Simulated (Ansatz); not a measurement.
Starting cell, HfO2 (fluorite):

```yaml
crystal:
  lattice:
    - [0.00000, 5.05889, 5.05889]
    - [2.52945, 2.52945, 5.05889]
    - [2.52945, 2.52945, 0.00000]
  atoms:
    - { symbol: Hf, position: [0.00000, 0.00000, 0.00000] }
    - { symbol: Hf, position: [0.50000, 0.00000, 0.00000] }
    - { symbol: O, position: [0.00000, 0.25000, 0.25000] }
    - { symbol: O, position: [0.50000, 0.25000, 0.25000] }
    - { symbol: O, position: [0.00000, 0.75000, 0.75000] }
    - { symbol: O, position: [0.50000, 0.75000, 0.75000] }
```

A phonon eigenvector at X = (0.5, 0.5, 0.0) is frozen into this cell: atom i moves by Q times the vector below, so Q is the largest atomic displacement, in Å. The cell is held. (q is in reciprocal vectors of the primitive cell; the cell shown is doubled to hold the pattern.)

```tsv
atom	x	y	z
O3	0.000	0.000	-1.000
O4	0.000	0.000	1.000
O5	0.000	0.000	-1.000
O6	0.000	0.000	1.000
```

Atoms not listed stay in place.

Calculation: r2SCAN (plane waves to 500 eV, PAW, scalar-relativistic; Ansatz, a program for electronic structure). k mesh 11×11×11 (Γ-centred), Fermi-Dirac smearing 0.05 eV. The energy includes the smearing's −TS. HfO2 is run without spin polarisation. HfO2 was relaxed with its symmetry unable to fall. Spin-orbit coupling is left out, though Hf is heavy. The PAW data are Ansatz's earlier set. This is a high-temperature form of HfO2. The zero of ΔE is the undisplaced structure.

Successive frames, forces in eV/Å:

```csv
frame,ΔE (meV/cell),F on Hf1,F on Hf2,F on O3,F on O4,F on O5,F on O6
Q = 0.000 Å,0,"(0.000, 0.000, 0.000)","(0.000, 0.000, 0.000)","(0.000, 0.000, 0.000)","(0.000, 0.000, 0.000)","(0.000, 0.000, 0.000)","(0.000, 0.000, 0.000)"
Q = -0.073 Å,-31,"(0.000, 0.000, 0.000)","(0.000, 0.000, 0.000)","(0.000, 0.000, 0.197)","(0.000, 0.000, -0.197)","(0.000, 0.000, 0.197)","(0.000, 0.000, -0.197)"
Q = -0.147 Å,-99,"(0.000, 0.000, 0.000)","(0.000, 0.000, 0.000)","(0.000, 0.000, 0.231)","(0.000, 0.000, -0.231)","(0.000, 0.000, 0.231)","(0.000, 0.000, -0.231)"
Q = -0.220 Å,-144,"(0.000, 0.000, 0.000)","(0.000, 0.000, 0.000)","(0.000, 0.000, 0.034)","(0.000, 0.000, -0.034)","(0.000, 0.000, 0.034)","(0.000, 0.000, -0.034)"
```

Q: What are the energy and the forces in the next frame, Q = -0.293 Å?

A: ΔE (meV/cell) = -98.

```json
[
 {"atom": "Hf1", "Fx": "0.000", "Fy": "0.000", "Fz": "0.000"},
 {"atom": "Hf2", "Fx": "0.000", "Fy": "0.000", "Fz": "0.000"},
 {"atom": "O3", "Fx": "0.000", "Fy": "0.000", "Fz": "-0.381"},
 {"atom": "O4", "Fx": "0.000", "Fy": "0.000", "Fz": "0.381"},
 {"atom": "O5", "Fx": "0.000", "Fy": "0.000", "Fz": "-0.381"},
 {"atom": "O6", "Fx": "0.000", "Fy": "0.000", "Fz": "0.381"}
]
```

(A displaced cell: forces are minus the slopes of the energy, force constants its curvatures, and phonons follow from these.)
